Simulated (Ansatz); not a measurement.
The numbers come from plane-wave PAW DFT (Ansatz): PBEsol, no spin polarisation, 420 eV, 6×6×6 Γ-centred k points, fermi-dirac occupations (width 0.1 eV). Nothing was relaxed.

Computed maps in the lattice plane spanned by b (left to right, 6.40 Å, 19 points from zero) and c (bottom to top, 6.40 Å, 19 points from zero), 90° apart, at height 0.150 along a. The fields are smooth PAW ones with compensation charges, not the true ones near nuclei.

Valence density. Digits on a logarithmic scale: 0 up to 0.03 e/Å³, each further digit a factor of 1.6, 9 from 1.3 e/Å³ up:
```
3455543221111211122
2233344332111112222
2223456654211122332
2224678876421233433
3235788887532234444
3346885588642345554
3346885488642345554
3235788887532334444
2224678886422233433
2223456654322223322
2223344432222222222
3344443221222222222
4577654222233332223
6899975322344443224
7999996432355553335
8999997433456654335
7999997432355543235
6999986322344443224
4678764321223322123
```

ELF. Ten even steps from '0' (0.00) to '9' (0.89):
```
2333321000000000001
1111111221000000000
1000268885100001111
1003899999510111221
2017996699820122332
2028960069820233333
2128960059820233333
2117996599710133333
2103899998400122332
1101368874100112222
1111112220000011121
2333211000000000112
3333332100001110012
3455443210123321013
4556543310246642013
4578653311367762013
4567553310267752013
3455543310146631013
3344433200023210002
```

Q: The cell is CsHg. Which atoms lie within 0.2 Å of this plane, and where (fractions of b and c)?

A: Hg at (0.15, 0.15), Cs at (0.34, 0.66). The whole cell:
```yaml
crystal:
  lattice:
    - [6.39608, 0.00000, 0.00000]
    - [0.00000, 6.39608, 0.00000]
    - [0.00000, 0.00000, 6.39608]
  atoms:
    - { symbol: Hg, position: [0.15000, 0.15000, 0.15000] }
    - { symbol: Hg, position: [0.35000, 0.85000, 0.65000] }
    - { symbol: Hg, position: [0.65000, 0.35000, 0.85000] }
    - { symbol: Hg, position: [0.85000, 0.65000, 0.35000] }
    - { symbol: Cs, position: [0.84400, 0.84400, 0.84400] }
    - { symbol: Cs, position: [0.65600, 0.15600, 0.34400] }
    - { symbol: Cs, position: [0.34400, 0.65600, 0.15600] }
    - { symbol: Cs, position: [0.15600, 0.34400, 0.65600] }
```

Origin: a known structure type with other elements, at an estimated volume, so it need not be a known compound.
